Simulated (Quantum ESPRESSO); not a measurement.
pw.x input (Quantum ESPRESSO 7.5; PBEsol, PseudoDojo standard norm-conserving files, fully relativistic):

```
&CONTROL
  calculation = 'scf'
  pseudo_dir = './pseudo'
  outdir = './out'
  tprnfor = .true.
  tstress = .true.
/
&SYSTEM
  ibrav = 0
  nat = 6
  ntyp = 3
  ecutwfc = 72.0
  ecutrho = 288.0
  occupations = 'smearing'
  smearing = 'fd'
  degauss = 0.002
  nbnd = 43
  noncolin = .true.
  lspinorb = .true.
  assume_isolated = '2D'
/
&ELECTRONS
  conv_thr = 6e-10
/
ATOMIC_SPECIES
H 1.0080 H.upf
Ca 40.0780 Ca.upf
I 126.9045 I.upf
CELL_PARAMETERS angstrom
  3.962523500000   0.000000000000   0.000000000000
  0.000000000000   3.962523500000   0.000000000000
  0.000000000000   0.000000000000  20.200000000000
ATOMIC_POSITIONS crystal
H   0.000000000000   0.500000000000   0.000000000000
H   0.500000000000   0.000000000000   0.000000000000
Ca   0.000000000000   0.000000000000   0.058862834100
Ca   0.500000000000   0.500000000000  -0.058862834100
I   0.500000000000   0.500000000000   0.136041625400
I   0.000000000000   0.000000000000  -0.136041625400
K_POINTS automatic
8 8 1 0 0 0
```

End of the output:

```
     total energy              =    -209.20345206 Ry
     estimated scf accuracy    <       0.00000017 Ry
     total energy              =    -209.20345218 Ry
     estimated scf accuracy    <       0.00000003 Ry
     total energy              =    -209.20345219 Ry
     estimated scf accuracy    <          2.5E-09 Ry
[...]
     the Fermi energy is    -3.4301 ev
!    total energy              =    -209.20345219 Ry
     estimated scf accuracy    <          2.9E-11 Ry
     smearing contrib. (-TS)   =      -0.00000000 Ry
     internal energy E=F+TS    =    -209.20345219 Ry
     The total energy is F=E-TS. E is the sum of the following terms:
     one-electron contribution =   -1563.06235735 Ry
     hartree contribution      =     777.28751869 Ry
     xc contribution           =     -46.46906280 Ry
     ewald contribution        =     623.04044926 Ry
     convergence has been achieved in  10 iterations
     Forces acting on atoms (cartesian axes, Ry/au):
     atom    1 type  1   force =     0.00000000    0.00000000    0.00000000
     atom    2 type  1   force =     0.00000000    0.00000000    0.00000000
     atom    3 type  2   force =     0.00000000    0.00000000   -0.00005238
     atom    4 type  2   force =     0.00000000    0.00000000    0.00005238
     atom    5 type  3   force =     0.00000000    0.00000000    0.00003651
     atom    6 type  3   force =     0.00000000    0.00000000   -0.00003651
     Total force =     0.000090     Total SCF correction =     0.000019
     SCF correction compared to forces is large: reduce conv_thr to get better values
```
In a gapped system the printed Fermi energy is only some level inside the gap.

Geometry relaxed with PBEsol.
